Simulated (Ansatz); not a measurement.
IrW:
```xyz
2
Lattice="3.1216 0.0000 0.0000 0.0000 3.1216 0.0000 0.0000 0.0000 3.1216" Properties=species:S:1:pos:R:3 pbc="T T T"
Ir     0.0000     0.0000     0.0000
W      1.5608     1.5608     1.5608
```

Relaxed with PBEsol. Special points in fractions of this cell's reciprocal vectors: Γ (0.000, 0.000, 0.000); X (0.000, 0.500, 0.000); M (0.500, 0.500, 0.000); R (0.500, 0.500, 0.500).

Problem. List the band energies nearest the Fermi level at these points for PBEsol in the plane-wave PAW code Ansatz.

Solution. In eV from the Fermi level; about four levels below and three above (degenerate sets whole), none deeper than 8.9 eV; points with the same levels are listed once.

```
k                          below                     above
-  -----------------------------  ------------------------
Γ  -6.87 -6.87 -3.14 -3.14 -3.14  0.51 0.51 3.41 3.41 3.41
X  -3.07 -3.07 -1.88 -0.96 -0.96            0.14 1.22 3.36
M        -0.58 -0.56 -0.06 -0.06       1.00 2.96 3.99 3.99
R  -3.78 -3.78 -3.78 -0.46 -0.46            3.13 3.13 4.20
```

Space group Pm-3m (CsCl type). The start of the workflow was typed in or built on a structure type; neither database checked (COD, Materials Project) lists it. COD files the formula under space group No. 51. Its standing as an ambient phase is unchecked. Symmetry was held in the PBEsol relaxation. At this level the phase is dynamically unstable (imaginary phonons). No spin polarisation was allowed. Its formation energy is positive at this level, so the cell may be metastable or incomplete. Scalar-relativistic: spin–orbit coupling is off unless named, which matters more the heavier the elements.

Potentials: the earlier of the program's two PAW sets. The files were generated under PBE; for other functionals the program regenerates the frozen cores, and for LDA and PBEsol the local potential too.
